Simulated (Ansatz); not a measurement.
One crystal and one scan (frozen-phonon scan) at two levels, r2SCAN (plane waves to 500 eV, PAW, scalar-relativistic; Ansatz, an electronic-structure program) and PBE (plane waves to 420 eV, PAW, scalar-relativistic; Ansatz), each from its own relaxed cell and on its own mesh. The cell shown is that of r2SCAN.

BP (zinc blende)

```
BP
1.0
    0.00000     2.26820     2.26820
    2.26820     0.00000     2.26820
    2.26820     2.26820     0.00000
P B
1 1
Direct
  0.75000   0.75000   0.75000
  0.00000   0.00000   0.00000
```

A phonon eigenvector at Γ is frozen into this cell: atom i moves by Q times the vector below, so Q is the largest atomic displacement, in Å. The cell is held. It is one choice among 3 degenerate patterns.

| atom | x | y | z |
|---|---|---|---|
| P1 | 0.000 | 0.000 | 0.349 |
| B2 | 0.000 | 0.000 | -1.000 |

BP was relaxed with its symmetry unable to fall. The PAW data are Ansatz's earlier set. As the smearing reaches across the gap at some points, energies and forces of such displacements shift with the k mesh and the smearing. Percentages come from the unrounded values.

Results of r2SCAN:

- Lattice constant a (Å) = 4.536
- Harmonic wavenumber from the curvature (finite differences) (cm⁻¹ (negative: imaginary)) = 819
- Shape of the curve = a single well with its minimum at or next to zero displacement

Problem. Estimate the PBE values.

Solution. 
```
quantity                                                                                    PBE     r2SCAN − PBE
----------------------------------------------------------------------------------------  -----  ---------------
Lattice constant a (Å)                                                                    4.548  -0.012 (-0.3 %)
Harmonic wavenumber from the curvature (finite differences) (cm⁻¹ (negative: imaginary))    800     +19 (+2.4 %)
```

r2SCAN gives the higher value for: harmonic wavenumber from the curvature. r2SCAN gives the lower value for: lattice constant a. Both give the same shape of the curve: a single well with its minimum at or next to zero displacement.

(For displaced atoms, the force is minus the slope of the energy, and its curvature is a force constant, which sets phonon frequencies.)
